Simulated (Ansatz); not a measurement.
The start is a generated cell, W placed in the dhcp structure type. The structure is fully relaxed (lattice and positions, P = 0) with PBEsol (plane waves to 420 eV, PAW, scalar-relativistic; Ansatz, a first-principles code). The first steps use a coarse 13×13×4 k-mesh.

Input geometry:
```yaml
crystal:
  lattice:
    - [2.82931, 0.00000, 0.00000]
    - [-1.41465, 2.45025, 0.00000]
    - [0.00000, 0.00000, 9.10332]
  atoms:
    - { symbol: W, position: [0.00000, 0.00000, 0.00000] }
    - { symbol: W, position: [0.00000, 0.00000, 0.50000] }
    - { symbol: W, position: [0.33333, 0.66667, 0.25000] }
    - { symbol: W, position: [0.66667, 0.33333, 0.75000] }
```

Outcome: The space group stays P6₃/mmc (No. 194) (the run could not lower it); the end is AFLOW prototype A_hP4_194_ac (A3', as in La), with 4 atoms in the primitive cell
Energy released: 0.05 eV/atom
Band gap at the end: no gap (metallic)
Optimiser moves: 8

The end point of the relaxation:

```cif
data_W4
_chemical_formula_sum 'W4'
_space_group_name_H-M_alt 'P63/mmc'
_space_group_IT_number 194
_space_group_name_Hall '-P 6c 2c'
_cell_length_a 2.76034
_cell_length_b 2.76034
_cell_length_c 9.71164
_cell_angle_alpha 90.000
_cell_angle_beta 90.000
_cell_angle_gamma 120.000
loop_
_atom_site_label
_atom_site_type_symbol
_atom_site_symmetry_multiplicity
_atom_site_Wyckoff_symbol
_atom_site_fract_x
_atom_site_fract_y
_atom_site_fract_z
_atom_site_occupancy
W1 W 2 a 0.00000 0.00000 0.00000 1
W2 W 2 c 0.33333 0.66667 0.25000 1
```

Final values are on a 19×19×5 k-mesh of the relaxed cell. No spin polarisation in the result.

The run could not lose the symmetry of its start: the end is stationary, and may be a saddle point rather than a minimum.

All atoms sit on sites fixed by symmetry, so only the cell could relax.

The relaxed structure here is a generated cell of W: the first start was made by placing the elements on the sites of a structure type, and the end was not matched to a known phase here, so it may be hypothetical. Known forms of W include space group No. 229.
